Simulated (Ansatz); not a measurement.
Moving the share of exact exchange in Cd2S

```
CELL_PARAMETERS angstrom
3.96267 0.00000 0.00000
-1.98134 3.43177 0.00000
0.00000 0.00000 5.80919
ATOMIC_POSITIONS crystal
Cd 0.33333 0.66667 0.93272
Cd 0.66667 0.33333 0.57873
S 0.33333 0.66667 0.36571
```

The cell comes from a database or a generator and needn't be the stable form of this composition.

Kept alike: task single point; k mesh 5 × 5 × 3; occupations fermi-dirac, width 0.05 eV; no spin polarisation. Program: Ansatz, Ansatz PAW, cutoff 420 eV. The mesh is that of the run's cell of 3 atoms. No spin-orbit coupling.

```csv
"share of exact exchange, α",pressure (GPa)
0,-0.38
0.1,?
0.15,-1.14
0.25,-1.60
0.35,-2.05
0.5,-2.68
```

Pressure is positive in compression, with a Pulay correction for the finite cutoff. All rows use potentials made for PBE. The mesh is thin for exact exchange.

Q: Fit the rows shown and predict the run at 0.1.

A: A least-squares parabola through the rows shown is pressure = 1.182 α² - 5.184 α - 0.382 (largest miss 0.007); at α = 0.1 it gives -0.89 GPa. The run gave: pressure -0.89 GPa.
